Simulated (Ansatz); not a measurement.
NaWO$_{3}$: do energies and stresses tell the same story?

Level of theory: DFT PBEsol, scalar-relativistic, plane waves, PAW (Ansatz).

Settings: cutoff 420 eV, Γ-centred mesh 10×10×10 on the computed 5-atom cell, Gaussian smearing of 0.10 eV; no spin polarisation.

Relaxed cell: Pm-3m, a = 3.875 Å, b = 3.875 Å, c = 3.875 Å, α = 90.00°, β = 90.00°, γ = 90.00°, 5 atoms in the primitive cell. Whether it is the stable form of this composition wasn't checked.

Energies at zero smearing and pressures from the stress tensor, at volumes with shape and atoms relaxed:
| V (Å³/atom) | E − E(first) (meV/atom) | P (GPa) |
| --- | --- | --- |
| 10.942 | 0.00 | 15.94 |
| 11.291 | -25.07 | 7.32 |
| 11.640 | -32.80 | 0.00 |
| 11.990 | -25.86 | -6.21 |
| 12.339 | -6.37 | -11.47 |

Question: Check P = −dE/dV between neighbouring volumes, and get the bulk modulus from the pressures alone.

Answer: With 1 eV/Å³ = 160.2 GPa:
| middle V (Å³/atom) | −ΔE/ΔV (GPa) | mean P (GPa) |
| --- | --- | --- |
| 11.117 | 11.504 | 11.630 |
| 11.466 | 3.546 | 3.663 |
| 11.815 | -3.186 | -3.100 |
| 12.164 | -8.941 | -8.840 |

The two differ by 0.13 GPa at most. The mean of two end pressures misses the average over a step by about ΔV² P″/12, up to 0.12 GPa here; with that taken off 0.03 GPa remains, from the smearing term (the stress is the derivative of the free energy), the finite cutoff, the mesh or the relaxation's tolerance. Around V = 11.640 Å³/atom, the two neighbours give B = −V ΔP/ΔV = 11.640 × 13.53 / 0.698 = 225.4 GPa, against B0 = 224.5 GPa from the Birch–Murnaghan fit of the energies.

Spin–orbit coupling is left out, which can shift energies with elements as heavy as these. Spin polarisation was left out, and a magnetic state may lie lower.

Symmetry holds off the tilts and polar distortions that many cubic perovskites undergo.

Cost: 6 runs of about 1.9 core-minutes in all, on Arm Neoverse V2 (shared hosts).